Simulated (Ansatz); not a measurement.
Relaxed MoS$_{2}$ (2H-MoS2 type, space group P6_3/mmc):

```xyz
6
Lattice="3.1494 0.0000 0.0000 -1.5747 2.7275 0.0000 0.0000 0.0000 12.0915" Properties=species:S:1:pos:R:3 pbc="T T T"
Mo     0.0000     1.8183     3.0229
Mo     1.5747     0.9092     9.0686
S      0.0000     1.8183     7.5028
S      1.5747     0.9092     1.4571
S      1.5747     0.9092     4.5887
S      0.0000     1.8183    10.6345
```

In each cell atom 6 (S, nearest neighbour Mo at 2.400 Å; its periodic images, 3.1 Å or more away, move with it) moves by s·(0.000, 0.000, 1.000) (along Cartesian z), the rest being held.

Level of theory: PBE-D3(BJ) (plane waves to 420 eV, PAW, scalar-relativistic; Ansatz, a program for electronic structure). k mesh 10×10×3 (Γ-centred), Fermi-Dirac smearing 0.05 eV. As the smearing reaches across the gap at some points, energies and forces of such displacements shift with the k mesh and the smearing. F∥ is the force on the atom along that direction. MoS2 is run without spin polarisation. MoS2 was relaxed with its symmetry unable to fall. The PAW data are Ansatz's earlier set. 

| s (Å) | F∥ (eV/Å) |
|---|---|
| -0.720 | 14.054 |
| -0.576 | 12.204 |
| -0.432 | 9.450 |
| -0.288 | 6.515 |
| -0.144 | 2.938 |
| 0.000 | 0.000 |
| 0.144 | -2.126 |
| 0.288 | -3.522 |
| 0.432 | -4.318 |
| 0.576 | -4.640 |
| 0.720 | -4.609 |

**Question.** What is the force constant k = d²E/ds² of this move at s = 0?

**Answer.** 17.6 eV/Å². The forces along the line at the two nearest points give (2.938 − (-2.126)) / (2·0.144) = 17.58 eV/Å²; the next pair corrects for the finite step.

(A displaced cell: forces are minus the slopes of the energy, force constants its curvatures, and phonons follow from these.)
